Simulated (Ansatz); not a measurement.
Cu Kα1 powder pattern (kinematic, no thermal factors).
| 2θ (°) | relative intensity |
| --- | --- |
| 13.59 | 19 |
| 19.26 | 46 |
| 23.64 | 10 |
| 27.36 | 100 |
| 30.67 | 5 |
| 33.68 | 15 |
| 36.47 | 7 |
| 39.09 | 19 |
| 41.56 | 3 |
| 43.93 | 21 |
| 46.19 | 2 |
| 48.37 | 41 |
| 50.48 | 4 |
| 54.52 | 2 |
| 56.47 | 13 |
| 58.37 | 2 |
| 60.24 | 10 |
| 62.07 | 2 |
| 63.87 | 18 |
| 65.64 | 1 |
| 67.39 | 6 |
| 70.82 | 4 |
| 72.51 | 2 |
| 74.18 | 4 |
| 75.84 | 2 |
| 77.49 | 20 |
| 82.37 | 1 |
| 83.99 | 2 |
| 85.60 | 1 |
| 87.20 | 6 |

The pattern is computed from a structure relaxed with DFT PBE, scalar-relativistic, plane waves, PAW in Ansatz 0.2.0. No spin polarisation. Its elements are Cs, Sb.

**Question.** Give the structure.

**Answer.** Cs₄Sb.
Space group Im-3m (No. 229). a = 9.211 Å, b = 9.211 Å, c = 9.211 Å, α = 90.00°, β = 90.00°, γ = 90.00°
| atom | site | symmetry | x | y | z |
| --- | --- | --- | --- | --- | --- |
| Cs | 8c | .-3m | 0.2500 | 0.2500 | 0.2500 |
| Sb | 2a | m-3m | 0.0000 | 0.0000 | 0.0000 |

A pattern alone doesn't exclude other cells with like lines; this is the one computed.

It was reached by relaxing an invented guess, and it needn't be the stable form of this composition.
